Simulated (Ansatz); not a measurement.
One starting cell of TePb (a randomly generated symmetric cell of TePb (space group No. 69)) was relaxed twice with Ansatz (plane waves, PAW, scalar-relativistic): with r2SCAN at 500 eV and with PBE at 420 eV. The r2SCAN result:

```yaml
crystal:
  lattice:
    - [0.00000, 3.26823, 3.26823]
    - [3.26823, 0.00000, 3.26823]
    - [3.26823, 3.26823, 0.00000]
  atoms:
    - { symbol: Pb, position: [0.00000, 0.00000, 0.00000] }
    - { symbol: Te, position: [0.50000, 0.50000, 0.50000] }
```

```csv
quantity,r2SCAN,PBE
space group,Fm-3m,Fm-3m
volume (Å³/atom),34.91,…
a (Å),6.536,…
"gap (eV, no spin-orbit coupling)",1.10,…
```

Problem. What does PBE give for the same quantities?

Solution. 
- volume (Å³/atom), PBE: 35.45
- a (Å), PBE: 6.570
- gap (eV, no spin-orbit coupling), PBE: 0.83

Both levels end in the same structure; PBE's volume is 1.5 % larger; its gap is 0.27 eV smaller. Neither column is exact.

No spin polarisation in the result. Without spin-orbit coupling the bands of the heavy element are not split, so the gap can be far off.

Measured for TePb: gap 0.19 eV (0 K or low temperature; as listed in arXiv:2302.06325). Computed minus measured — gap: r2SCAN +0.91 eV, PBE +0.64 eV. The computed values are for a static lattice, and a measured gap can be an optical one, lowered by exciton binding.

The run could not lose the symmetry of its start.

All atoms sit on sites fixed by symmetry, so only the cell could relax.

Ansatz is an electronic-structure program.
